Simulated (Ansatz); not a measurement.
Given:

TlCu₂S₂:
```
CELL_PARAMETERS angstrom
     -1.88450     1.88450     6.79392
      1.88450    -1.88450     6.79392
      1.88450     1.88450    -6.79392
ATOMIC_POSITIONS crystal
  Tl 0.00000 0.00000 0.00000
  Cu 0.75000 0.25000 0.50000
  Cu 0.25000 0.75000 0.50000
  S  0.35089 0.35089 0.00000
  S  0.64911 0.64911 0.00000
```

This is the r²SCAN+D4-relaxed structure.

All from plane-wave PAW r²SCAN+D4 (Ansatz code), unless another level is named. Give the electronic character.

metallic (no gap).

What about the density of states at the Fermi level?

0.52 states/eV per atom (mean over ±0.08 eV).

Predict the formation energy from the elements (no fitted shifts).

-0.36 eV/atom.

Space group I4/mmm. The workflow started from an entry of the Crystallography Open Database (COD). Whether it is the stable phase at ambient conditions was not checked. Symmetry was held in the r²SCAN+D4 relaxation; its stability against distortions is not shown here. No spin polarisation was allowed. With an odd number of electrons in the cell and no spin polarisation, the count alone makes it a metal. The references are the lowest solids computed at this level, not always the standard phases. Scalar-relativistic: spin–orbit coupling is off unless named, which matters more the heavier the elements.

Potentials: the later of the program's two PAW sets.
